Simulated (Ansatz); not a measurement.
## Profile along the K–F line in KF (rock salt)

KF (rock salt)

```yaml
crystal:
  lattice:
    - [0.00000, 2.65916, 2.65916]
    - [2.65916, 0.00000, 2.65916]
    - [2.65916, 2.65916, 0.00000]
  atoms:
    - { symbol: K, position: [0.00000, 0.00000, 0.00000] }
    - { symbol: F, position: [0.50000, 0.50000, 0.50000] }
```

Fields along a shortest K–F line of a {100} plane (2.66 Å), from K to F, interpolated on the slice's grid (step about 0.1 Å). Level of theory: r2SCAN (plane waves to 500 eV, PAW, scalar-relativistic; Ansatz, a quantum-chemistry and plane-wave program). k mesh 11×11×11. These are valence fields of a PAW run, semicore shells included where kept as valence: close to a nucleus they are smooth pseudo fields. KF was relaxed with its symmetry unable to fall.

```
distance from K (Å)  valence electron density (e/Å³)  electron localisation function
-------------------  -------------------------------  ------------------------------
0.00                                            4.02                               x
0.27                                            4.16                               x
0.53                                            2.98                            0.87
0.80                                            1.17                            0.85
1.06                                            0.32                            0.45
1.33                                            0.12                            0.03
1.60                                            0.20                            0.24
1.86                                            0.70                            0.74
2.13                                            3.04                            0.81
2.39                                            9.75                               x
2.66                                           13.96                               x
```

x: too close to a nucleus for the ELF to mean much.

Density on the K–F line (2.66 Å) at its density minimum, 1.4 Å from K: 0.12 e/Å³. ELF at that point: 0.0. Character of the K–F contact (rough rule: ELF there above 0.7 covalent, below 0.2 ionic, polar between): closed-shell (ionic).
